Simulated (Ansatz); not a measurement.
Relaxed-ion elastic tensor of Re₂C in space group P6_3/mmc (No. 194; Re on 4f, C on 2c) in GPa (Voigt order), r²SCAN in the plane-wave PAW code Ansatz; density 18.48 g/cm³, 11.51 Å³ per atom.

```json
[
 {"": "1", "1": "765", "2": "232", "3": "212", "4": "0.0", "5": "0.0", "6": "0.0"},
 {"": "2", "1": "232", "2": "765", "3": "212", "4": "0.0", "5": "0.0", "6": "0.0"},
 {"": "3", "1": "212", "2": "212", "3": "991", "4": "0.0", "5": "0.0", "6": "0.0"},
 {"": "4", "1": "0.0", "2": "0.0", "3": "0.0", "4": "266", "5": "0.0", "6": "0.0"},
 {"": "5", "1": "0.0", "2": "0.0", "3": "0.0", "4": "0.0", "5": "266", "6": "0.0"},
 {"": "6", "1": "0.0", "2": "0.0", "3": "0.0", "4": "0.0", "5": "0.0", "6": "267"}
]
```

Is the crystal mechanically stable?

Yes: the smallest eigenvalue of C is 266 GPa.

Work out the Voigt, Reuss and Hill averages.

K_V = 426, K_R = 421, K_H = 423; G_V = 284, G_R = 280, G_H = 282 GPa.

Give Young's modulus, Poisson's ratio, Pugh's ratio and the universal anisotropy index.

E = 9KG/(3K + G) = 693 GPa; ν = 0.23; K/G = 1.50 (brittle by the Pugh limit of 1.75); A_U = 5G_V/G_R + K_V/K_R − 6 = 0.09.

Estimate the sound speeds and the Debye temperature.

v_l = √((K + 4G/3)/ρ) = 6580 m/s, v_t = √(G/ρ) = 3910 m/s, mean 4330 m/s; Θ = (h/k)(3n/4πV)^(1/3) v_m = 571 K.

Solve the Christoffel equation for the three sound speeds along x, y, z.

Eigenvalues of C_ijkl n_j n_l equal ρv². In km/s, slowest first: x 3.80, 3.80, 6.43; y 3.80, 3.80, 6.43; z 3.80, 3.80, 7.32.

How much does each axis shrink under pressure?

Linear compressibilities β_i = Σ_j S_ij (j = 1 to 3): x 0.87, y 0.87, z 0.64 per TPa.

The workflow started from a Materials Project entry (that database holds measured and hypothetical structures alike); the Crystallography Open Database copy checked does not list it. Whether it is the stable phase at ambient conditions was not checked. The r²SCAN relaxation kept the symmetry of its start; whether a distortion lowers the energy is not shown. The run is not spin-polarised. As this level gives no gap, shear constants depend on the k-mesh and smearing (Fermi–Dirac, 0.1 eV here). Spin–orbit coupling is left out wherever it is not named.

Potentials: the later of the program's two PAW sets.
